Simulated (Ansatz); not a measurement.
All numbers below come from Ansatz, DFT PBE, scalar-relativistic, plane waves, PAW. All cells share a 420 eV cutoff and Γ-centred k meshes spaced at most about 0.3 Å⁻¹ (about 0.25 or finer for metals, 2π included). Collinear spin in cells that started with moments and kept them past the coarse steps, no spin elsewhere.

All energies are static (0 K, no zero-point motion).

Two relaxed structures of Ti₅C:

1. (no spin)

```
CELL_PARAMETERS angstrom
4.51693 0.00000 0.00000
-2.25847 3.91178 0.00000
0.00000 0.00000 4.92351
ATOMIC_POSITIONS crystal
Ti 0.33333 0.66667 0.75040
Ti 0.66667 0.33333 0.75040
Ti 0.66667 0.33333 0.24960
Ti 0.33333 0.66667 0.24960
Ti 0.00000 0.00000 0.00000
C 0.00000 0.00000 0.50000
```

2. (site moments Ti 1.3 (×2), 0.2 (×3) μB)

```
CELL_PARAMETERS angstrom
4.86962 0.00000 0.00000
-2.43481 4.21722 0.00000
0.00000 0.00000 5.35739
ATOMIC_POSITIONS crystal
Ti 0.33333 0.66667 0.00000
Ti 0.66667 0.33333 0.00000
Ti 0.50000 0.00000 0.50000
Ti 0.00000 0.50000 0.50000
Ti 0.50000 0.50000 0.50000
C 0.00000 0.00000 0.50000
```

Question: Which is lower in energy, and by how much?

Answer: Cell 1 is lower, by 0.39 eV/atom. Cell 1 has space group P6/mmm (No. 191), 14.5 Å³/atom and no gap on its mesh; cell 2 has space group P6/mmm (No. 191), 18.3 Å³/atom and no gap. Counting Ti atoms around C (those within 1.25 times the shortest such distance or 1.15 times the sum of covalent radii, 1.27 where that leaves under three; a plus sign parts nearer from farther groups), cell 1 has C 2+12 and cell 2 has C 6. Their magnetic states differ too. The denser one is the lower, and pressure would at first widen the difference. Even the lower one lies +0.60 eV/atom against the reference forms of the elements (uncorrected), so neither is stable at this level. Both come from invented guesses. A third cell relaxed alike, in P-62m, lies 287 meV/atom below the lower of the two.

The magnetic state reached may not be the lowest. Cells relaxed within their symmetry can be saddle points. Some types were kept out of the candidates beforehand, so the set may lack a known form.
